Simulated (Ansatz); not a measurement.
RuW (rock salt, space group No. 225) under volume change, r²SCAN in the plane-wave PAW code Ansatz, scaled uniformly.

| V (Å³/atom) | E − E(relaxed) (meV/atom) | P (GPa) |
|---|---|---|
| 15.085 | 123.1 | 28.76 |
| 15.583 | 51.7 | 17.59 |
| 16.080 | 12.2 | 8.09 |
| 16.577 | 0.0 | 0.00 |
| 17.074 | … | … |
| 17.572 | … | … |
| 18.069 | 89.1 | -17.69 |

Question: Some entries are withheld; supply them.

Answer: 
- 17.572, E − E(relaxed) (meV/atom): 41.6
- 17.572, P (GPa): -12.73
- 17.074, E − E(relaxed) (meV/atom): 11.0
- 17.074, P (GPa): -6.88

Question: What does a third-order Birch–Murnaghan fit give for V₀, B₀ and B′?

Answer: V₀ = 16.58 Å³/atom, B₀ = 248 GPa, B′ = 4.4.

Space group Fm-3m (rock salt). The start of the workflow was typed in or built on a structure type; neither database checked (COD, Materials Project) lists it. Its standing as an ambient phase is unchecked. The r²SCAN relaxation kept the symmetry of its start. At this level the phase is mechanically unstable. The run is not spin-polarised. Its formation energy is positive at this level, so the cell may be metastable or incomplete. Spin–orbit coupling is left out wherever it is not named.

Potentials: the earlier of the program's two PAW sets.
